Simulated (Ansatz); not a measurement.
**What DFT gives for NaSr2ReO6**

```
Na Sr Re O
1.0
     0.00000    4.03512    4.03512
     4.03512    0.00000    4.03512
     4.03512    4.03512    0.00000
Na Sr Re O
1 2 1 6
Direct
  0.50000 0.50000 0.50000
  0.25000 0.25000 0.25000
  0.75000 0.75000 0.75000
  0.00000 0.00000 0.00000
  0.77600 0.22400 0.22400
  0.22400 0.77600 0.22400
  0.22400 0.77600 0.77600
  0.77600 0.22400 0.77600
  0.22400 0.22400 0.77600
  0.77600 0.77600 0.22400
```

Method: r2SCAN, no spin polarisation; PAW, plane waves to 500 eV, 6×6×6 Γ-centred mesh, fermi-dirac occupations (width 0.1 eV) (Ansatz 0.2.0), atoms fixed.

Problem. Is it stable against the elements?

Solution. -2.43 eV an atom against the elements' usual phases (free molecules for gases, crystals otherwise, with no correction for O₂ or N₂), so it is bound against them; other compounds may still compete. Relaxing would lower it.

Problem. Which element gives electrons and which takes them?

Solution. Bader charges in e: Na +0.87, Sr +1.68, Re +3.26, O -1.25. In the mean Re gives up most and O takes most.

Problem. Is there a gap, and of what kind?

Solution. The gap is 2.61 eV, indirect (the least direct gap found is 2.68 eV). A semilocal functional usually gives too small a gap.

Problem. What is the character of the valence top and the conduction bottom?

Solution. Within 0.7 eV of the edges, the states project mainly on O p (98 %) below the gap and on Re d (51 %) and O p (35 %) above it.

Origin: a known structure type with other elements, at an estimated volume, so it need not be a known compound. Caveats: no spin-orbit coupling, which can shift this gap by tenths of an eV; atoms or cell far from equilibrium.
